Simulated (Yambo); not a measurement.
G0W0@PBEsol for K₂LiRhF₆ (space group Fm-3m, No. 225) in Yambo (2×2×2 mesh, 7 Ry block, plasmon pole, screening fixed), without a terminator:

```json
[
 {"bands N in G": "87", "gap X → X (eV)": "5.571", "shift of the valence edge (eV)": "-0.774"},
 {"bands N in G": "134", "gap X → X (eV)": "5.498", "shift of the valence edge (eV)": "-1.024"},
 {"bands N in G": "200", "gap X → X (eV)": "5.497", "shift of the valence edge (eV)": "-1.203"}
]
```

### Question
Extrapolate both columns to infinite N with E(N) = E∞ + A/N, test the form, and compare with the terminator.

### Answer
From two points, E∞ = (N2 E2 − N1 E1)/(N2 − N1). The two largest N give 5.49 eV for the gap and -1.57 eV for the shift; the two smallest give 5.36 eV and -1.49 eV. For the gap the slopes A are 18 and 0.4 eV: the form isn't reached, and its limit is uncertain. For the shift the slopes A are 62 and 73 eV: the 1/N form holds. With the Bruneval-Gonze terminator and 200 bands the run gives 5.47 eV and -1.46 eV, 0.03 eV and 0.10 eV from the extrapolated values: the terminator too is an estimate of the remainder. Block, mesh and the bands in W are held fixed.

Spin-orbit coupling is not included.

Geometry of the Materials Project entry, not relaxed at this level; primitive cell a = 5.6652 Å, b = 5.6652 Å, c = 5.6652 Å, α = 60.00°, β = 60.00°, γ = 60.00°.

The structure is a Materials Project entry; no match was found in the copy of COD used, and its stability was not checked.

A shift is the quasiparticle energy of the state minus its PBEsol energy.
